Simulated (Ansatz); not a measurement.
Rocksalt alloy of KBr and KI (26 of 32 Br sites exchanged), 64 atoms

Ansatz, PAW, plane waves. PBEsol relaxation of volume and atoms (shape held) at the single k point (¼, ¼, ¼) without its symmetry partners; single points on the relaxed atoms at the Γ point alone, onto which points of the small cell's zone fold. Arrangement: quasirandom. No spin–orbit coupling unless named.

Relaxed structure:

```yaml
crystal:
  lattice:
    - [13.85696, 0.00000, 0.00000]
    - [0.00000, 13.85696, 0.00000]
    - [0.00000, 0.00000, 13.85696]
  atoms:
    - { symbol: I, position: [0.24923, 0.00123, 0.99945] }
    - { symbol: I, position: [0.24922, 0.00157, 0.50046] }
    - { symbol: I, position: [0.24880, 0.49893, 0.99851] }
    - { symbol: I, position: [0.24887, 0.49917, 0.50078] }
    - { symbol: I, position: [0.75031, 0.99977, 0.00093] }
    - { symbol: I, position: [0.75103, 0.49992, 0.99986] }
    - { symbol: I, position: [0.75116, 0.50014, 0.49964] }
    - { symbol: I, position: [0.99931, 0.74962, 0.99960] }
    - { symbol: I, position: [0.99878, 0.75089, 0.49957] }
    - { symbol: I, position: [0.49931, 0.24986, 0.99911] }
    - { symbol: I, position: [0.50033, 0.24946, 0.50030] }
    - { symbol: I, position: [0.50045, 0.74988, 0.00026] }
    - { symbol: I, position: [0.50125, 0.75084, 0.49892] }
    - { symbol: I, position: [0.99883, 0.00100, 0.25070] }
    - { symbol: I, position: [0.99993, 0.00233, 0.74943] }
    - { symbol: I, position: [0.99965, 0.49978, 0.24953] }
    - { symbol: I, position: [0.50123, 0.99913, 0.25052] }
    - { symbol: I, position: [0.49981, 0.00056, 0.74943] }
    - { symbol: I, position: [0.50072, 0.50053, 0.24956] }
    - { symbol: I, position: [0.49913, 0.49952, 0.74970] }
    - { symbol: I, position: [0.24924, 0.25003, 0.24961] }
    - { symbol: I, position: [0.25028, 0.75002, 0.24954] }
    - { symbol: I, position: [0.24943, 0.74947, 0.74964] }
    - { symbol: I, position: [0.75164, 0.24899, 0.25052] }
    - { symbol: I, position: [0.75211, 0.24999, 0.74923] }
    - { symbol: I, position: [0.75041, 0.75001, 0.74904] }
    - { symbol: Br, position: [0.75112, 0.00026, 0.49896] }
    - { symbol: Br, position: [0.00122, 0.25141, 0.99690] }
    - { symbol: Br, position: [0.00025, 0.25048, 0.50262] }
    - { symbol: Br, position: [0.00113, 0.49707, 0.74966] }
    - { symbol: Br, position: [0.24697, 0.25121, 0.74976] }
    - { symbol: Br, position: [0.74995, 0.75102, 0.25080] }
    - { symbol: K, position: [0.99909, 0.00922, 0.99923] }
    - { symbol: K, position: [0.99268, 0.00955, 0.50080] }
    - { symbol: K, position: [0.99983, 0.49199, 0.99221] }
    - { symbol: K, position: [0.99923, 0.49200, 0.50700] }
    - { symbol: K, position: [0.50055, 0.00067, 0.99990] }
    - { symbol: K, position: [0.50760, 0.00102, 0.50009] }
    - { symbol: K, position: [0.50000, 0.49907, 0.99890] }
    - { symbol: K, position: [0.50094, 0.49923, 0.50037] }
    - { symbol: K, position: [0.24200, 0.24993, 0.99246] }
    - { symbol: K, position: [0.24189, 0.24954, 0.50692] }
    - { symbol: K, position: [0.24918, 0.75027, 0.99970] }
    - { symbol: K, position: [0.24918, 0.75134, 0.49951] }
    - { symbol: K, position: [0.75865, 0.24906, 0.99994] }
    - { symbol: K, position: [0.75885, 0.24247, 0.49975] }
    - { symbol: K, position: [0.75055, 0.75074, 0.00756] }
    - { symbol: K, position: [0.75075, 0.75785, 0.49237] }
    - { symbol: K, position: [0.25027, 0.99974, 0.25074] }
    - { symbol: K, position: [0.24940, 0.00742, 0.74921] }
    - { symbol: K, position: [0.24978, 0.50036, 0.24970] }
    - { symbol: K, position: [0.24309, 0.49338, 0.74958] }
    - { symbol: K, position: [0.74984, 0.99210, 0.25728] }
    - { symbol: K, position: [0.75024, 0.99959, 0.74261] }
    - { symbol: K, position: [0.75062, 0.50790, 0.25058] }
    - { symbol: K, position: [0.75722, 0.50025, 0.74898] }
    - { symbol: K, position: [0.00070, 0.25139, 0.24933] }
    - { symbol: K, position: [0.00686, 0.25713, 0.75005] }
    - { symbol: K, position: [0.99301, 0.74950, 0.24947] }
    - { symbol: K, position: [0.00006, 0.74209, 0.74967] }
    - { symbol: K, position: [0.50037, 0.25002, 0.24964] }
    - { symbol: K, position: [0.49192, 0.25090, 0.74975] }
    - { symbol: K, position: [0.50725, 0.74961, 0.24946] }
    - { symbol: K, position: [0.49979, 0.74914, 0.74974] }
```

Q: What are the mean bond lengths by pair (pairs within 1.2 times the sum of covalent radii, less contacts 15 % beyond the pair's median; cation–cation pairs of compounds aside; long ionic contacts are cut short by that bound)?

A: Br–K 3.370 ± 0.039 Å (standard deviation, 36 bonds); I–K 3.487 ± 0.045 Å (standard deviation, 156 bonds).

Q: What gap lies between the top filled and the lowest empty level in the single points?

A: HSE06 5.02 eV (61 s on NVIDIA GB300).
